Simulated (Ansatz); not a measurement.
CdS:
```
CELL_PARAMETERS angstrom
      4.19254     0.00000     0.00000
     -2.09627     3.63085     0.00000
      0.00000     0.00000    20.51676
ATOMIC_POSITIONS crystal
  Cd 0.00000 0.00000 0.99978
  Cd 0.00000 0.00000 0.49978
  Cd 0.66667 0.33333 0.83326
  Cd 0.33333 0.66667 0.33326
  Cd 0.66667 0.33333 0.16656
  Cd 0.33333 0.66667 0.66656
  S  0.00000 0.00000 0.87462
  S  0.00000 0.00000 0.37462
  S  0.66667 0.33333 0.70809
  S  0.33333 0.66667 0.20809
  S  0.66667 0.33333 0.04139
  S  0.33333 0.66667 0.54139
```

Relaxed with PBE. Independent-particle spectrum: no excitons, no local fields, no scissors shift; 0.1 eV broadening; ε₁ of the summed bands alone.

### Question
Tabulate the dielectric function from DFT-PBE in the program Ansatz with PAW potentials.

### Answer


```
E (eV)  ε₁ xx  ε₂ xx  ε₁ zz  ε₂ zz
------  -----  -----  -----  -----
0.0      6.37   0.00   6.39   0.00
0.5      6.50   0.00   6.51   0.00
1.0      7.25   0.09   7.24   0.07
1.5      7.06   1.39   7.12   1.41
2.0      6.81   1.66   6.83   1.71
2.5      6.90   1.90   6.86   1.95
3.0      7.34   2.36   7.19   2.34
3.5      8.28   3.92   7.93   3.25
4.0      5.64   5.89   7.09   6.64
4.5      4.88   4.63   4.40   5.93
5.0      5.74   5.19   4.96   5.23
5.5      5.29   6.97   3.69   8.15
6.0      2.70   6.76   5.09   4.78
6.5      2.04   6.72   1.33   7.12
7.0      1.54   7.05   1.79   5.65
7.5     -0.68   7.51  -0.38   7.71
8.0     -2.80   5.07  -3.60   5.40
8.5     -2.43   3.62  -2.67   3.04
9.0     -1.91   2.44  -1.80   2.42
9.5     -1.34   1.71  -1.45   1.67
10.0    -0.83   1.63  -0.71   1.66
10.5    -0.54   1.66  -0.55   1.64
11.0    -0.64   1.61  -0.52   1.62
11.5    -0.74   1.44  -0.76   1.48
12.0    -0.57   1.11  -0.56   1.08
```

### Question
From ε at 1.6 eV (xx: 6.98 + 1.46i), find n, k, the normal reflectivity and the absorption coefficient.

### Answer
n = 2.66, k = 0.275, R = 21 %, α = 2kE/ħc = 45000 cm⁻¹.

With all bands, ε∞ without local fields is 6.54 (xx = yy), 6.55 (zz).

Space group P6_3mc. The cell is a constructed one: a structure type filled with these elements. Its sites differ from those of the usual phase in this space group: another stacking or structure type. The cell was relaxed with PBE under the symmetry of its start; its stability against distortions is not shown here. Spin–orbit coupling is left out wherever it is not named.

Potentials: the later of the program's two PAW sets.
